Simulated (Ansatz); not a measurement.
**Question.** Name crystals whose computed values (DFT-LDA in the program Ansatz with PAW potentials) fall in these windows: Θ_D (K) 310 to 450; G_Hill (GPa) 82 to 110; B₀ by P(V) fit (GPa) 140 to 190.

**Answer.** 

| crystal | Θ_D (K) | G_Hill (GPa) | B₀ by P(V) fit (GPa) |
|---|---|---|---|
| As2Pt, Pa-3 (Pt on 4a, As on 8c) | 380 | 96.9 | 164 |
| As3Ir, Im-3 (Ir on 8c, As on 24g) | 396 | 93.6 | 150 |
Others may fit too.

Standing as an ambient phase not checked: As3Ir, Im-3 (Ir on 8c, As on 24g). All cells were relaxed under the symmetry of their starts (and spin orders); stability against distortions was not tested throughout. Rows with no word on spin ran without spin polarisation. Spin–orbit coupling is left out wherever it is not named.

Potentials: the later of the program's two PAW sets.
